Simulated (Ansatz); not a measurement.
Al₂O₃:
```xyz
10
Lattice="2.3646 1.3652 4.2970 -2.3646 1.3652 4.2970 0.0000 -2.7304 4.2970" Properties=species:S:1:pos:R:3 pbc="T T T"
Al     0.0000     0.0000     4.5380
Al     0.0000     0.0000     1.9075
Al     0.0000     0.0000     8.3530
Al     0.0000     0.0000    10.9835
O     -0.9181     1.3652     7.5198
O     -0.7232    -1.4777     7.5198
O      1.6414     0.1125     7.5198
O      0.9181    -1.3652     5.3713
O      0.7232     1.4777     5.3713
O     -1.6414    -0.1125     5.3713
```

Tensor components refer to the Cartesian frame of this cell.

Give the high-frequency dielectric tensor and the Born effective charge tensors of the independent atoms from DFPT, plane-wave PAW LDA (Ansatz code).


ε∞:
```
3.25  0.00  0.00
0.00  3.25  0.00
0.00  0.00  3.21
```
Z* of atom 1 (Al), rows: field, columns: displacement, in e:
```
 2.97  -0.03   0.00
 0.03   2.97   0.00
 0.00   0.00   2.93
```
Z* of atom 5 (O), rows: field, columns: displacement, in e:
```
-2.08   0.00   0.00
 0.00  -1.88   0.26
 0.00   0.35  -1.95
```

Space group R-3c (corundum). Symmetry was held in the LDA relaxation.

Potentials: the later of the program's two PAW sets.
